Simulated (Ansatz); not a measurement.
A geometry of Fe away from equilibrium: step 2 of the relaxation of a relaxed Fe cell, doubled along one cell vector, shaken by Gaussian noise of σ = 0.08 Å a coordinate. Method: r2SCAN (plane waves to 500 eV, PAW, scalar-relativistic; Ansatz, a quantum-chemistry and plane-wave program). Γ-centred k-mesh 16×16×8 on the run's cell (coarser than for final values), Fermi–Dirac smearing 0.05 eV.

```xyz
2
Lattice="-1.4249 1.4331 1.4436 1.4144 -1.4391 1.4392 2.8461 2.8746 -2.8993" Properties=species:S:1:pos:R:3 pbc="T T T"
Fe    -0.0581     0.0621     0.0059
Fe     2.8857     0.0327     0.0220
```
Spin-polarised start, with parallel moments on Fe.

Task: Predict the force on each atom, in eV/Å.

Result: 
| atom | Fx | Fy | Fz |
|---|---|---|---|
| Fe1 | 0.53 | 0.18 | 0.17 |
| Fe2 | -0.53 | -0.18 | -0.17 |

Task: What is the pressure?

Result: +0.6 GPa, compression positive.

Task: How far above the relaxed end point is this geometry?

Result: 0.01 eV/atom; the path ends in Im-3m (No. 229) (bcc (W type)).

Spin state reached: ferromagnetic (net 2.64 μB/atom), from parallel starting moments; other spin orders were not run from this start. r2SCAN tends to overstate moments in metals.

The run could not lose the symmetry of its start.
